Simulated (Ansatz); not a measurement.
**AlNi (Pm-3m): from strained cells to moduli**

```xyz
2
Lattice="2.8326 0.0000 0.0000 0.0000 2.8326 0.0000 0.0000 0.0000 2.8326" Properties=species:S:1:pos:R:3 pbc="T T T"
Al    0.0000    0.0000    0.0000
Ni    1.4163    1.4163    1.4163
```

Conventional cell: a = 2.833 Å, b = 2.833 Å, c = 2.833 Å, α = 90.00°, β = 90.00°, γ = 90.00°. Around Al (atom 1) lie 8 Ni at 2.45 Å. Around Ni (atom 2) lie 8 Al at 2.45 Å.

Computed, not measured; unless marked otherwise by LDA, PAW on Ansatz 0.2.0's default frozen-core files (fitted under PBE), scalar-relativistic. k mesh 16×16×16, Fermi-Dirac smearing of 0.050 eV, cutoff 420 eV. The cell was relaxed by PAW under this functional, which moved its volume by -5 % from the database entry's.

The cell is cubic and carries a residual pressure of -0.03 GPa at this level. Each strain component that symmetry leaves independent is applied at ±0.005 and ±0.01, the ions relax wherever a strain frees them, and the stress (tension positive, GPa) is read. Shears are engineering strains, γ = 2ε.

| strain | size | σxx | σyy | σzz | σyz | σxz | σxy |
| --- | --- | --- | --- | --- | --- | --- | --- |
| xx | -0.01 | -2.6193 | -1.5186 | -1.5186 | 0.0000 | 0.0000 | 0.0000 |
| xx | -0.005 | -1.2623 | -0.7340 | -0.7340 | 0.0000 | 0.0000 | 0.0000 |
| xx | +0.005 | 1.2624 | 0.7910 | 0.7910 | 0.0000 | 0.0000 | 0.0000 |
| xx | +0.01 | 2.4232 | 1.5377 | 1.5377 | 0.0000 | 0.0000 | 0.0000 |
| yz | -0.01 | 0.0119 | 0.0163 | 0.0163 | -1.3079 | 0.0000 | 0.0000 |
| yz | -0.005 | 0.0287 | 0.0297 | 0.0297 | -0.6535 | 0.0000 | 0.0000 |
| yz | +0.005 | 0.0287 | 0.0297 | 0.0297 | 0.6535 | 0.0000 | 0.0000 |
| yz | +0.01 | 0.0119 | 0.0163 | 0.0163 | 1.3079 | 0.0000 | 0.0000 |

The slope is [8(σ(+δ) − σ(−δ)) − (σ(+2δ) − σ(−2δ))]/(12δ), and the program imposes the crystal's symmetry on the matrix.

(1) What are the independent elastic constants?

(2) Do they meet the Born conditions?

(3) What moduli does a random aggregate of grains have?

(4) With the density of 6.260 g/cm³, how fast does sound travel, and what Debye temperature follows?

(5) What happens at 2 GPa (cell relaxed there)?

## Answers

(1) C11 = 252.6, C12 = 152.4, C44 = 130.7 GPa.

(2) C11 − C12 = 100.2, C11 + 2C12 = 557.4 and C44 = 130.7 GPa must all be positive, so the crystal is elastically stable; that says nothing yet of its phonons.

(3) B = (C11 + 2C12)/3 = 185.8 GPa. G_V = (C11 − C12 + 3C44)/5 = 98.4 and G_R = 5(C11 − C12)C44/(4C44 + 3(C11 − C12)) = 79.5, so G_H = 89.0 GPa. Then E = 9BG/(3B + G) = 230.2 GPa, ν = (3B − 2G)/(6B + 2G) = 0.294 and B/G = 2.09, on the ductile side of Pugh's 1.75 (a rule of thumb).

(4) 

```
direction  slow (m/s)  middle (m/s)  fast (m/s)
    [100]        4569          4569        6352
    [110]        2829          4569        7295
    [111]        3506          3506        7584
```

The mean of v⁻³ over directions and branches gives v_m = 4141 m/s and θ_D = (ħ/k_B) v_m (6π²n)^(1/3) = 548 K, n being atoms per volume. Young's modulus spans 138 to 318 GPa over directions, and the universal anisotropy index is 1.19.

(5) The volume falls to 0.9893 of its value, and C11 = 264.6, C12 = 159.7, C44 = 135.3 GPa (slopes of the stress), in this structure whether or not another phase takes over.

Keep in mind: frozen-core PAW files fitted under PBE, their cores solved anew for the functional of the run; responses of metals move with mesh and smearing.
